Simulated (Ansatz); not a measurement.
Tl: what relativity and spin–orbit coupling change

```
Tl
1.0
     3.45600    0.00000    0.00000
    -1.72800    2.99298    0.00000
     0.00000    0.00000    5.52500
Tl
2
Direct
  0.33333 0.66667 0.25000
  0.66667 0.33333 0.75000
```

Atom numbers follow the list: Tl1, Tl2.

The cell is a measured one (Crystallography Open Database entry 9008519); the temperature and pressure of the measurement aren't taken into account, and nothing was relaxed.

One fixed cell is solved with PBE by frozen-core PAW in Ansatz 0.2.0 under different relativistic treatments. Pressure is positive in compression.

Settings: a Γ-centred 12×12×7 k mesh, Fermi–Dirac smearing of 0.03 eV, cutoff 420 eV, no spin polarisation.

Task: One of the runs gave P (GPa) = 2.62, lowest level at Γ above −25 eV, from the valence-band top or, without a gap, the Fermi level (eV) = -12.72. Which setting was it?
A. with spin–orbit coupling
B. scalar-relativistic

Result: A. The full set:
| setting | P (GPa) | lowest level at Γ above −25 eV, from the valence-band top or, without a gap, the Fermi level (eV) |
| --- | --- | --- |
| scalar-relativistic | 3.17 | -11.89 |
| with spin–orbit coupling | 2.62 | -12.72 |
